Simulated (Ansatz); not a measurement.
**Mg2Al3MoS8: Contact hyperfine fields**

Cell: a computed structure from the Materials Project (it need not be an observed phase), taken as it stands.

Space group R-3m:H (No. 166); a = 7.2413, c = 18.0805 Å, γ = 120.00°.

```csv
site,Wyckoff,site symmetry,x,y,z
Mg,6c,3m,0.0000,0.0000,0.1262
Al,9e,.2/m,0.6667,0.8333,0.3333
Mo,3b,-3m,0.0000,0.0000,0.5000
S7,18h,.m,0.3038,0.1519,0.4101
S9,6c,3m,0.0000,0.0000,0.7380
```

One atom of each set is listed; the run and its k-mesh use a cell of 14 atoms with edges of 7.33, 7.33, 7.33 Å.

The numbers come from a DFT calculation in Ansatz (PBEsol, plane waves and PAW, scalar-relativistic, collinear spin, 420 eV cutoff, Γ-centred 5×5×5 k-points, Fermi–Dirac smearing 0.02 eV). Start moments as typed (μB): 2 on each Mo, none on the rest.

B_c = (2μ₀/3)μB(ρ↑ − ρ↓), with the spin density averaged over the Thomson radius around the nucleus, 7.77 T per e/Å³, positive along the up direction of the run. The valence column is what the valence and semicore waves of the PAW files give as listed; the rest comes from solving these waves and the inner shells again in each spin's potential.

Question: Give the site moments and the Fermi-contact fields.

Answer: The cell's net moment is 3.00 μB; the site moments, counted in spheres around the atoms, add up to 2.07 μB, and the difference lies between the spheres. One atom of each set is listed.

```tsv
site	m (μB)	B_c (T)	valence column (T)	rest (T)
Mg	0.01	1.6	1.6	0.0
Al	0.03	7.6	7.6	0.0
Mo	1.88	-26.1	-5.2	-20.9
S7	0.01	-1.0	-0.9	0.0
S9	0.03	1.8	1.9	-0.1
```

All moments on Mo are parallel here (one such atom a cell), as the cell imposes; many such compounds order antiparallel, where fields on atoms that lie between magnetic neighbours largely cancel. The magnetic order is the one that the run reached from its start moments, not necessarily the measured one. Spin–orbit coupling is left out, which matters on Mo. Semilocal functionals underestimate core polarisation, so for a given moment the contact field on a magnetic ion comes out too small, by up to a factor of two. Orbital and dipolar fields are left out; they are small for half-filled shells and for d³ or d⁸ ions in regular octahedra, but can rival the contact field on other open-shell ions. Fields under about 2 T can be off by more than a tenth.

Hardware: 1 thread of Arm Neoverse V1 (aarch64; 8 cores open to the job, memory cap 3.0 GiB, no GPU), a shared host with a load of 0.8 a core. Wall time 82 s, CPU time 82 s, peak memory 0.89 GiB.
